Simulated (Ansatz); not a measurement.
Formation energy of TlPt

Level of theory: DFT, r²SCAN, scalar-relativistic, no spin polarisation; plane waves to 500 eV with PAW datasets (Ansatz 0.2.0), 6×6×8 k-mesh, Gaussian smearing of 0.05 eV. The datasets are Ansatz's generated set soft_2.

The chain of runs began from a cell as deposited in COD, expanded in volume.

The structure is hexagonal, space group P6/mmm (No. 191). Conventional cell: a = 6.515 Å, b = 6.515 Å, c = 3.927 Å, α = 90.00°, β = 90.00°, γ = 120.00°. Around Tl (site symmetry mmm) lie 4 Pt at 2.72 Å. Around Pt (site symmetry 6/mmm) lie 6 Tl at 3.26 Å. Pt (site symmetry -6m2) is surrounded by 6 Tl at 2.72 Å. (Neighbours are counted to 15 % beyond the shortest distance.)

The elements were computed in their standard states with the same datasets, cutoff and functional. Absolute energies hang on the potentials; compare differences alone.

Energy of the relaxed cell (6 atoms, smearing extrapolated to zero): -71983.124 eV. Elements, in eV/atom: Tl -11458.584, Pt -12536.783.

**Question.** What is the formation energy?

**Answer.** [-71983.124 − (3 × -11458.584 + 3 × -12536.783)] / 6 = 0.50 eV/atom, or 48 kJ per mole of atoms.

The value is for 0 K, without zero-point energy. A positive value means that this structure is unstable even against the elements at this level.

The calculation's cell holds 93 valence electrons, an odd number. Without magnetic order each band takes two, so one stays part-filled and the crystal must be a metal. (Only strong correlation, outside this picture, could make a Mott insulator of it.)

Scalar-relativistic only: spin–orbit splittings of the heavy atoms' levels are missing.
